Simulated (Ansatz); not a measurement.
# PtSe$_{2}$: do energies and stresses tell the same story?

Method: Ansatz, DFT PBE+D3(BJ), scalar-relativistic, plane waves, PAW.

Cutoff 420 eV; k points 12×12×10 on the computed 3-atom cell (Γ-centred); Gaussian smearing, width 0.10 eV; no spin polarisation.

Relaxed cell: P-3m1, a = 3.772 Å, b = 3.772 Å, c = 4.822 Å, α = 90.00°, β = 90.00°, γ = 120.00°, 3 atoms in the primitive cell.

Energies at zero smearing and pressures from the stress tensor, at volumes with shape and atoms relaxed:
```json
{"V (Å³/atom)": "17.425", "E − E(first) (meV/atom)": "0.00", "P (GPa)": "12.91"}
{"V (Å³/atom)": "18.019", "E − E(first) (meV/atom)": "-39.49", "P (GPa)": "8.45"}
{"V (Å³/atom)": "18.613", "E − E(first) (meV/atom)": "-63.93", "P (GPa)": "4.84"}
{"V (Å³/atom)": "19.207", "E − E(first) (meV/atom)": "-76.55", "P (GPa)": "2.03"}
{"V (Å³/atom)": "19.801", "E − E(first) (meV/atom)": "-80.12", "P (GPa)": "-0.02"}
{"V (Å³/atom)": "20.395", "E − E(first) (meV/atom)": "-77.29", "P (GPa)": "-1.45"}
{"V (Å³/atom)": "20.989", "E − E(first) (meV/atom)": "-70.40", "P (GPa)": "-2.33"}
{"V (Å³/atom)": "21.782", "E − E(first) (meV/atom)": "-58.07", "P (GPa)": "-2.65"}
```

Task: Check P = −dE/dV between neighbouring volumes, and get the bulk modulus from the pressures alone.

Result: With 1 eV/Å³ = 160.2 GPa:
```json
{"middle V (Å³/atom)": "17.722", "−ΔE/ΔV (GPa)": "10.650", "mean P (GPa)": "10.676"}
{"middle V (Å³/atom)": "18.316", "−ΔE/ΔV (GPa)": "6.594", "mean P (GPa)": "6.642"}
{"middle V (Å³/atom)": "18.910", "−ΔE/ΔV (GPa)": "3.403", "mean P (GPa)": "3.432"}
{"middle V (Å³/atom)": "19.504", "−ΔE/ΔV (GPa)": "0.962", "mean P (GPa)": "1.003"}
{"middle V (Å³/atom)": "20.098", "−ΔE/ΔV (GPa)": "-0.762", "mean P (GPa)": "-0.734"}
{"middle V (Å³/atom)": "20.692", "−ΔE/ΔV (GPa)": "-1.857", "mean P (GPa)": "-1.891"}
{"middle V (Å³/atom)": "21.386", "−ΔE/ΔV (GPa)": "-2.495", "mean P (GPa)": "-2.493"}
```

The two differ by 0.05 GPa at most. The mean of two end pressures misses the average over a step by about ΔV² P″/12, up to 0.08 GPa here; with that taken off 0.08 GPa remains, from the smearing term (the stress is the derivative of the free energy), the finite cutoff, the mesh or the relaxation's tolerance. Around V = 19.801 Å³/atom, the two neighbours give B = −V ΔP/ΔV = 19.801 × 3.47 / 1.188 = 57.9 GPa, against B0 = 54.3 GPa from the Birch–Murnaghan fit of the energies, which describes these points poorly (B0' = 11.1).

Spin–orbit coupling is left out, which can shift energies with elements as heavy as these.